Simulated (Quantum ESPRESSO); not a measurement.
AlGeTiO5F, convergence and cost over cutoff and k mesh

Computed values, not a measurement. The program is pw.x of Quantum ESPRESSO 7.5 (plane-wave density functional theory). The cell is made up: 9 atoms on a corundum lattice with one site empty, with randomly drawn elements, strain and displacements, not relaxed. PseudoDojo standard norm-conserving files (v0.5 for PBE, v0.4.1 for LDA and PBEsol) set the functional; there is no spin polarisation, spin-orbit coupling or dispersion term, and the masses in the input are unused placeholders.

Input of the run in row 2:

```
&control calculation='scf', pseudo_dir='./dojo.nc.sr.pbe.v0_5.standard.upf', outdir='./o', disk_io='low', tprnfor=.true., tstress=.true. /
&system ibrav=0, nat=9, ntyp=5, nbnd=39, ecutwfc=84.00895049, nosym=.true., tot_charge=0,
 occupations='smearing', smearing='fd', degauss=0.0018374661
/
&electrons conv_thr=7.350e-09, electron_maxstep=60, /
ATOMIC_SPECIES
Al 1.0 Al.upf
F 1.0 F.upf
Ge 1.0 Ge.upf
O 1.0 O.upf
Ti 1.0 Ti.upf
CELL_PARAMETERS angstrom
2.4808 1.5337 4.4991
-2.4045 1.5386 4.4554
0.0424 -2.8457 4.4051
ATOMIC_POSITIONS angstrom
Al 0.0143 0.0528 4.711
Ge 0.0205 0.0602 1.9544
Ti 0.0935 0.1537 11.3657
O -0.8491 1.5494 7.8429
O -0.7114 -1.4687 7.8175
O 1.7651 0.2342 7.7555
F 1.0473 -1.4547 5.6444
O 0.8469 1.682 5.6133
O -1.6378 -0.0828 5.5445
K_POINTS automatic
5 5 5 1 1 1
```

The same cell was run at these settings. Meshes are shifted by half a step, and differences are from the last row, which is itself not exact.

| cutoff (eV) | k mesh | k points solved | threshold (eV) | free energy less the last row's (eV) | pressure (GPa) | largest stress difference (GPa) | largest force difference (eV/Å) | iterations | wall time (s) | k-point pools | processor |
| --- | --- | --- | --- | --- | --- | --- | --- | --- | --- | --- | --- |
| 800 | 2 x 2 x 2 | 4 | 1e-04 | 1.755 | -29.28 | 25.27 | 0.076 | 11 | 12 | 4 | Intel Xeon, 2023 or later |
| 1143 | 5 x 5 x 5 | 63 | 1e-07 | 0.002 | -4.43 | 0.04 | 0.000 | 15 | 133 | 4 | Intel Xeon, 2023 or later |
| 1437 | 7 x 7 x 7 | 172 | 1e-07 | 0.000 | -4.40 | 0.00 | 0.000 | 15 | 623 | 4 | Intel Xeon, 2023 or later |

Each pool is one process. Wall times include start-up and a band step at six k points, which weighs most on the coarsest meshes. The runs were on shared virtual cores whose load varied, so times are rough.